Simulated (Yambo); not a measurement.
Yambo run on PdZnF6 (space group R-3, No. 148). The wavefunctions are norm-conserving PBEsol (Quantum ESPRESSO, 84 Ry, no spin-orbit coupling) ones on a 4×4×4 mesh (40 occupied bands); a = b = c = 5.374 Å, α = β = γ = 54.69°.

Yambo input:

```
rim_cut
gw0
dyson
el_el_corr
HF_and_locXC
ppa
em1d
RandQpts= 1000000
RandGvec= 1 Ry
EXXRLvcs= 84 Ry
VXCRLvcs= 336 Ry
Chimod= "HARTREE"
% BndsRnXp
 9 | 161 |
%
NGsBlkXp= 3 Ry
% LongDrXp
 1.0 | 1.0 | 1.0 |
%
PPAPntXp= 27.2114 eV
% GbndRnge
 1 | 161 |
%
GTermKind= "BG"
DysSolver= "n"
ExtendOut
% QPkrange
 7 | 7 | 40 | 41 |
%
```

k points by index: 7 = F.

Resulting energies as the program prints them:

```
#    K-point    Band    Eo [eV]    E [eV]    E-Eo [eV]    Vxc [eV]    Vnlxc [eV]    Sc|Eo [eV]    Sc|E [eV]    dSc/dw|Eo [eV]    Re(Z)    Im(Z)
#
    7    40    0.000000    -1.440453    -1.440453    -24.85153    -32.30012    5.625792    6.008140    -7.221936    0.790260    -0.001465
    7    41    1.628907    2.859886    1.230979    -24.46785    -20.62166    -2.307185    -2.615209    -6.808529    0.799864    -0.001421
```
(The two width columns are left out.) Convergence of these settings isn't established.

Geometry of the Materials Project entry, not relaxed at this level.
